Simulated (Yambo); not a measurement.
GaAl3N4: sweep of GW parameters

G0W0@LDA for GaAl3N4 (space group P-43m, No. 215) in Yambo. Reference settings: 4×4×4 Γ-centred k mesh, 161 bands and a 8 Ry block in the screening, 161 bands in G with the Bruneval-Gonze terminator, plasmon pole fitted at 27.2 eV. The LDA gap Γ → Γ on this mesh is 3.39 eV; G0W0 gaps are taken between the same points.

```tsv
change from the reference	G0W0 gap Γ → Γ (eV)	shift of the valence edge (eV)	rough Yambo cost
reference settings	4.70	-0.66	1
89 bands in W, 89 bands in G	4.73	-0.54	about 1/2
126 bands in W, 126 bands in G	4.70	-0.61	about 1/2
wavefunctions cut at 20 Ry	4.64	-0.59	about 1/3
wavefunctions cut at 30 Ry	4.69	-0.64	about 1/2
42 bands in W, 42 bands in G, 2 Ry block	4.79	-0.18	about 1/10
62 bands in W, 62 bands in G, 2 Ry block	4.57	-0.24	about 1/6
89 bands in W, 89 bands in G, 2 Ry block	4.48	-0.28	about 1/4
89 bands in W, 89 bands in G, 3 Ry block	4.48	-0.32	about 1/4
2 Ry block	4.43	-0.32	about 1/3
5 Ry block	4.51	-0.49	about 1/3
42 bands in W, 42 bands in G, 3 Ry block, no terminator	4.72	0.19	about 1/9
89 bands in W, 89 bands in G, 3 Ry block, no terminator	4.42	-0.13	about 1/5
126 bands in W, 126 bands in G, 3 Ry block, no terminator	4.37	-0.24	about 1/3
126 bands in W, 126 bands in G, no terminator	4.55	-0.34	within a factor of two
```

The reference isn't shown to be the converged limit. Costs are rough (shared machines), scaled to the same edge states, and given only for runs that recompute the screening.

Spin-orbit splittings are left out.

The standard potential for Ga keeps a d shell in the valence without the s and p states of that shell. In tests on such compounds this moved G0W0 gaps by up to about 0.9 eV, so absolute quasiparticle energies here are unreliable; differences between settings are what counts.

Geometry of the Materials Project entry, not relaxed at this level; primitive cell a = b = c = 4.4014 Å, α = β = γ = 90.00°.

The structure is a Materials Project entry; no match was found in the copy of COD used, and its stability was not checked.

A shift is the quasiparticle energy of the state minus its LDA energy.
